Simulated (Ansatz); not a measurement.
RuW:
```cif
data_RuW
_chemical_formula_sum 'Ru1 W1'
_space_group_name_H-M_alt 'P4/mmm'
_space_group_IT_number 123
_space_group_name_Hall '-P 4 2'
_cell_length_a 2.77076
_cell_length_b 2.77076
_cell_length_c 3.78989
_cell_angle_alpha 90.000
_cell_angle_beta 90.000
_cell_angle_gamma 90.000
loop_
_atom_site_label
_atom_site_type_symbol
_atom_site_symmetry_multiplicity
_atom_site_Wyckoff_symbol
_atom_site_fract_x
_atom_site_fract_y
_atom_site_fract_z
_atom_site_occupancy
Ru1 Ru 1 d 0.50000 0.50000 0.50000 1
W1 W 1 a 0.00000 0.00000 0.00000 1
```

Relaxed with PBEsol.

Problem. Decompose the optical modes at the zone centre into irreducible representations, and say which are infrared and Raman allowed.

Solution. Point group 4/mmm: Γ_opt = A2u + Eu. Infrared: A2u, Eu. Raman: none.

Problem. Assign frequencies (DFPT, PBEsol in the plane-wave PAW code Ansatz).

Solution. Eu 146, A2u 211 cm⁻¹.

A made-up cell: these elements were put on the sites of a structure type; neither database checked (COD, Materials Project) lists it. Whether it is the stable phase at ambient conditions was not checked. Symmetry was held in the PBEsol relaxation; whether a distortion lowers the energy is not shown. The run is not spin-polarised. As this level gives no gap, phonon frequencies hold no LO–TO term and depend on the k-mesh and smearing (Fermi–Dirac, 0.1 eV here). Spin–orbit coupling is left out wherever it is not named.

Potentials: the earlier of the program's two PAW sets. The files were generated under PBE; for other functionals the program regenerates the frozen cores, and for LDA and PBEsol the local potential too.
